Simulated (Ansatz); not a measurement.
BeS (NiAs type, space group No. 194), plane-wave PAW PBEsol (Ansatz code). The conduction-band minimum lies at K, with 2 equivalent valleys. Second derivatives d²E/dk² of the lowest band at one valley (eV·Å²), along Cartesian directions:

```json
[
 {"direction": "[100]", "d²E/dk²": "12.79"},
 {"direction": "[010]", "d²E/dk²": "12.79"},
 {"direction": "[001]", "d²E/dk²": "21.58"},
 {"direction": "[110]", "d²E/dk²": "12.79"},
 {"direction": "[101]", "d²E/dk²": "17.18"},
 {"direction": "[011]", "d²E/dk²": "17.18"}
]
```

Q: Find the principal effective masses, the density-of-states mass and the conductivity mass.

A: Off-diagonal terms follow from H_xy = H[110] − (H_xx + H_yy)/2, and m*/mₑ = 7.620 eV·Å² over each eigenvalue: 0.35, 0.60, 0.60. One valley's DOS mass (m₁m₂m₃)^(1/3) = 0.50, conductivity mass 3/(Σ 1/mᵢ) = 0.48 mₑ.

Q: What effective density of states Nc follows at 300 K for parabolic valleys?

A: Nc = 2.509e19 × 2 × (0.50)^(3/2) ≈ 1.8e19 cm⁻³.

Space group P6_3/mmc (NiAs type). This is a known high-pressure phase of the composition, computed here at zero pressure and temperature. The PBEsol relaxation kept the symmetry of its start. At this level the phase is dynamically unstable (imaginary phonons).

Potentials: the earlier of the program's two PAW sets. The files were generated under PBE; for other functionals the program regenerates the frozen cores, and for LDA and PBEsol the local potential too.

Edges and masses are those of Kohn–Sham bands, whose gap is no quasiparticle gap.
